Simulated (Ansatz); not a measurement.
BaMgF$_{4}$:
```xyz
12
Lattice="2.0629 -7.2444 0.0000 2.0629 7.2444 0.0000 0.0000 0.0000 5.8217" Properties=species:S:1:pos:R:3 pbc="T T T"
Ba     2.0629    -2.1457     0.8871
Ba     2.0629     2.1457     3.7979
Mg     2.0629    -6.0008     1.1015
Mg     2.0629     6.0008     4.0123
F      2.0629     1.1449     1.1531
F      2.0629    -1.1449     4.0640
F      2.0629    -4.4018     2.2481
F      2.0629     4.4018     5.1590
F      2.0629     6.8842     5.8178
F      2.0629    -6.8842     2.9070
F      2.0629     4.8265     2.4704
F      2.0629    -4.8265     5.3812
```

Relaxed with r²SCAN. Independent-particle spectrum: no excitons, no local fields, no scissors shift; 0.1 eV broadening; ε₁ of the summed bands alone.

Tabulate the dielectric function from the program Ansatz at the r²SCAN level (PAW).



| E (eV) | ε₁ xx | ε₂ xx | ε₁ yy | ε₂ yy | ε₁ zz | ε₂ zz |
|---|---|---|---|---|---|---|
| 0.0 | 2.06 | 0.00 | 1.98 | 0.00 | 2.04 | 0.00 |
| 0.5 | 2.06 | 0.00 | 1.98 | 0.00 | 2.05 | 0.00 |
| 1.0 | 2.07 | 0.00 | 1.99 | 0.00 | 2.05 | 0.00 |
| 1.5 | 2.08 | 0.00 | 1.99 | 0.00 | 2.06 | 0.00 |
| 2.0 | 2.09 | 0.00 | 2.00 | 0.00 | 2.07 | 0.00 |
| 2.5 | 2.10 | 0.00 | 2.02 | 0.00 | 2.08 | 0.00 |
| 3.0 | 2.12 | 0.00 | 2.04 | 0.00 | 2.10 | 0.00 |
| 3.5 | 2.14 | 0.00 | 2.06 | 0.00 | 2.13 | 0.00 |
| 4.0 | 2.17 | 0.00 | 2.08 | 0.00 | 2.15 | 0.00 |
| 4.5 | 2.21 | 0.00 | 2.11 | 0.00 | 2.19 | 0.00 |
| 5.0 | 2.25 | 0.00 | 2.15 | 0.00 | 2.23 | 0.00 |
| 5.5 | 2.30 | 0.00 | 2.20 | 0.00 | 2.28 | 0.00 |
| 6.0 | 2.36 | 0.00 | 2.26 | 0.00 | 2.35 | 0.00 |
| 6.5 | 2.44 | 0.00 | 2.34 | 0.00 | 2.42 | 0.00 |
| 7.0 | 2.54 | 0.00 | 2.44 | 0.00 | 2.53 | 0.00 |
| 7.5 | 2.69 | 0.00 | 2.58 | 0.00 | 2.68 | 0.00 |
| 8.0 | 2.96 | 0.02 | 2.87 | 0.03 | 2.95 | 0.02 |
| 8.5 | 3.13 | 0.28 | 3.06 | 0.32 | 3.19 | 0.25 |
| 9.0 | 3.35 | 0.40 | 3.26 | 0.54 | 3.47 | 0.42 |
| 9.5 | 3.67 | 0.97 | 3.61 | 1.20 | 4.02 | 1.06 |
| 10.0 | 3.89 | 1.54 | 3.09 | 1.50 | 3.29 | 1.97 |
| 10.5 | 3.37 | 2.58 | 2.87 | 2.05 | 3.38 | 2.92 |
| 11.0 | 3.58 | 2.92 | 2.87 | 2.34 | 2.63 | 3.15 |
| 11.5 | 1.79 | 3.38 | 1.44 | 2.89 | 1.38 | 2.79 |
| 12.0 | 1.00 | 2.35 | 0.85 | 1.94 | 0.87 | 1.89 |

From ε at 10.0 eV (xx: 3.89 + 1.54i), find n, k, the normal reflectivity and the absorption coefficient.

n = 2.01, k = 0.383, R = 13 %, α = 2kE/ħc = 390000 cm⁻¹.

With all bands, ε∞ without local fields is 2.31 (xx), 2.25 (yy), 2.30 (zz).

Space group Cmc2_1. The first step of the workflow began from a Materials Project structure, measured or hypothetical; the Crystallography Open Database files this formula in space group No. 36, but the cells were not matched. Its standing as an ambient phase is unchecked. The cell was relaxed with r²SCAN under the symmetry of its start; whether a distortion lowers the energy is not shown. Scalar-relativistic: spin–orbit coupling is off unless named, which matters more the heavier the elements.

Potentials: the earlier of the program's two PAW sets. The files were generated under PBE; for other functionals the program regenerates the frozen cores, and for LDA and PBEsol the local potential too.
